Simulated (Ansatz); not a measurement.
ScPt₃ (Cu3Au type, Pm-3m), PBE (plane waves, PAW; program Ansatz), all energies at zero smearing, with the estimated change up to a 700 eV cutoff added, with one set of potentials and settings (totals compare only within such a set). Cell of 4 atoms (1 Sc, 3 Pt): -39709.045 eV.

| element | reference phase | E (eV/atom) |
|---|---|---|
| Sc | P6_3/mmc, 2 atoms in the cell | -2135.8097 |
| Pt | Fm-3m, 1 atoms in the cell | -12523.0127 |

Formation energy per atom, worked out: (-39709.045 − 1×(-2135.8097) − 3×(-12523.0127))/4 = -1.049 eV/atom (-101 kJ per mol of atoms), at 0 K, without zero-point energy or fitted corrections.

The workflow started from a Materials Project entry (that database holds measured and hypothetical structures alike); the Crystallography Open Database files this formula in space group No. 221, but the cells were not matched. Its standing as an ambient phase is unchecked. The PBE relaxation kept the symmetry of its start; whether a distortion lowers the energy is not shown. No spin polarisation was allowed. The references are the lowest solids computed at this level, not always the standard phases. Spin–orbit coupling is left out wherever it is not named.

Potentials: the later of the program's two PAW sets.
